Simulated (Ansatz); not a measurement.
Bi2Se3:
```yaml
crystal:
  lattice:
    - [2.07460, 1.19777, 9.82356]
    - [-2.07460, 1.19777, 9.82356]
    - [0.00000, -2.39554, 9.82356]
  atoms:
    - { symbol: Bi, position: [0.39900, 0.39900, 0.39900] }
    - { symbol: Bi, position: [0.60100, 0.60100, 0.60100] }
    - { symbol: Se, position: [0.00000, 0.00000, 0.00000] }
    - { symbol: Se, position: [0.21510, 0.21510, 0.21510] }
    - { symbol: Se, position: [0.78490, 0.78490, 0.78490] }
```

The program Ansatz at the r²SCAN+D4 level (PAW) gives a gap of 0.68 eV without spin–orbit coupling, maximum at Γ, minimum at Γ.

### Question
What happens when spin–orbit coupling is switched on?

### Answer
The gap drops by 0.65 eV, to 0.03 eV; maximum at Γ, minimum at Γ.

Space group R-3m. The cell was relaxed with r²SCAN+D4 under the symmetry of its start.

Potentials: the earlier of the program's two PAW sets.
